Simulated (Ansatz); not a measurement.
Nb₃Sn:
```
Nb3Sn
1.0
    5.30460     0.00000     0.00000
    0.00000     5.30460     0.00000
    0.00000     0.00000     5.30460
Nb Sn
6 2
Direct
  0.25000   0.00000   0.50000
  0.75000   0.00000   0.50000
  0.50000   0.75000   0.00000
  0.50000   0.25000   0.00000
  0.00000   0.50000   0.75000
  0.00000   0.50000   0.25000
  0.00000   0.00000   0.00000
  0.50000   0.50000   0.50000
```

Relaxed with r²SCAN. Special points in fractions of this cell's reciprocal vectors: Γ (0.000, 0.000, 0.000); X (0.000, 0.500, 0.000); M (0.500, 0.500, 0.000); R (0.500, 0.500, 0.500).

Question: List the band energies nearest the Fermi level at these points for r²SCAN (plane waves, PAW; program Ansatz).

Answer: In eV from the Fermi level; about four levels below and three above (degenerate sets whole), none deeper than 8.9 eV; points with the same levels are listed once.

```json
[
 {"k": "Γ", "below": "-0.62 -0.62 -0.62 -0.05 -0.05", "above": "2.59 2.59 2.59"},
 {"k": "X", "below": "-0.91 -0.91 -0.41 -0.41", "above": "1.60 1.60 2.37 2.37"},
 {"k": "M", "below": "-2.28 -1.96 -1.66 -0.94", "above": "0.11 0.11 0.11"},
 {"k": "R", "below": "-1.43 -1.43 -1.43 -1.43 -1.43 -1.43", "above": "0.08 0.08 0.08 0.08 0.08 0.08"}
]
```

Space group Pm-3n (A15 (Cr3Si type)). The r²SCAN relaxation kept the symmetry of its start. No spin polarisation was allowed. Spin–orbit coupling is left out wherever it is not named.

Potentials: the earlier of the program's two PAW sets.
